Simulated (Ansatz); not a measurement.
**What DFT gives for MgI2**

```
Mg I
1.0
     4.14788    0.00000    0.00000
    -2.07394    3.59217    0.00000
     0.00000    0.00000    6.85239
Mg I
1 2
Direct
  0.00000 0.00000 0.00000
  0.33330 0.66670 0.75763
  0.66670 0.33330 0.24237
```

Single point in Ansatz 0.2.0 with r2SCAN, no spin polarisation. Cutoff 500 eV, PAW datasets, 7×7×4 Γ-centred k mesh, fermi-dirac filling (width 0.1 eV).

- Electronic structure: The gap is 4.13 eV, indirect (the least direct gap found is 4.54 eV).
- Stress: The pressure is 0.9 GPa (compression positive), so with the atoms held at these fractions the cell would first expand.
- Forces: Nearly at rest: the largest force is 0.024 eV/Å.
- Contacts: Mg–I at 2.91 Å: least valence density 0.14 e/Å³ and ELF 0.06 there, a closed-shell (ionic or weak) contact. Both are smooth PAW fields, read partly inside the augmentation spheres.
- Charges: Bader charges in e: Mg +1.68, I -0.84. In the mean Mg gives up most and I takes most.

Origin: a database entry at a rescaled volume. Caveats: no spin-orbit coupling, which can shift this gap by tenths of an eV.
